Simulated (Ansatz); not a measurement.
TiB₂ (fluorite, Fm-3m), DFT-PBE in the program Ansatz with PAW potentials, all energies at zero smearing, with the estimated change up to a 700 eV cutoff added, with one set of potentials and settings (totals compare only within such a set). Cell of 3 atoms (1 Ti, 2 B): -2809.535 eV.

```
element              reference phase  E (eV/atom)
-------  ---------------------------  -----------
Ti       P6/mmm, 3 atoms in the cell   -2499.6739
B         R-3m, 12 atoms in the cell    -155.9161
```

Formation energy per atom, worked out: (-2809.535 − 1×(-2499.6739) − 2×(-155.9161))/3 = 0.657 eV/atom (63 kJ per mol of atoms), at 0 K, without zero-point energy or fitted corrections.

The cell is a constructed one: a structure type filled with these elements; neither database checked (COD, Materials Project) lists it. It is not the phase usual at ambient conditions (space group No. 191). Symmetry was held in the PBE relaxation; whether a distortion lowers the energy is not shown. The run is not spin-polarised. The references are the lowest solids computed at this level, not always the standard phases.

Potentials: the later of the program's two PAW sets.
